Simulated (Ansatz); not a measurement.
BiPd (NiAs type)

```
CELL_PARAMETERS angstrom
      4.26711     0.00000     0.00000
     -2.13355     3.69542     0.00000
      0.00000     0.00000     5.74237
ATOMIC_POSITIONS crystal
  Bi 0.33333 0.66667 0.25000
  Bi 0.66667 0.33333 0.75000
  Pd 0.00000 0.00000 0.50000
  Pd 0.00000 0.00000 0.00000
```

Equation-of-state scan: isotropic scaling of the cell above, V₀ being its volume. Symmetry pins the atoms to their sites.

Calculation: r2SCAN (plane waves to 500 eV, PAW, scalar-relativistic; Ansatz, a program for electronic structure). k mesh 13×13×8 (Γ-centred), Fermi-Dirac smearing 0.05 eV. The energy includes the smearing's −TS. Compression counts positive. With the shape held, the modulus is that of even scaling; a crystal free to change shape is softer. BiPd is run without spin polarisation. BiPd was relaxed with its symmetry unable to fall. Spin-orbit coupling is left out, though Bi is heavy. The zero of ΔE is the relaxed starting cell. The last digit holds for this mesh only.

| V (Å³/atom) | ΔE (meV/atom) |
|---|---|
| 19.016 | 254.0 |
| 19.619 | 165.5 |
| 20.223 | withheld |
| 20.827 | 52.8 |
| 21.430 | 22.1 |
| 22.034 | 5.2 |
| 22.638 | 0.0 |
| 23.241 | 4.7 |
| 23.845 | 17.9 |
| 24.449 | 38.2 |
| 25.052 | 64.7 |
| 25.656 | 96.5 |
| 26.260 | 132.6 |

### Question
Fit a third-order Birch-Murnaghan form (E₀, V₀, B₀, B₀′ free) to the given rows and predict ΔE at V = 20.223.

### Answer
Least squares on the 12 given rows: ΔE = E₀ + (9V₀B₀/16)·y²·[2 + (B₀′ − 4)y], y = (V₀/V)^(2/3) − 1, with V₀ = 22.637 Å³/atom, B₀ = 98.84 GPa (160.2 GPa = 1 eV/Å³; the term in eV is multiplied by 1000), B₀′ = 5.05, E₀ = -0.04 meV/atom; root-mean-square residual 0.05 meV/atom. At 20.223 the fit gives 99.7 meV/atom; the calculation gives 99.6 meV/atom, so the interpolation is off by 0.1 (+0.1 %). For the pressure the fit gives 14.8 GPa against the computed 14.8 GPa.

(A scan under strain: stresses follow from slopes of the energy per volume, elastic moduli from its curvatures.)
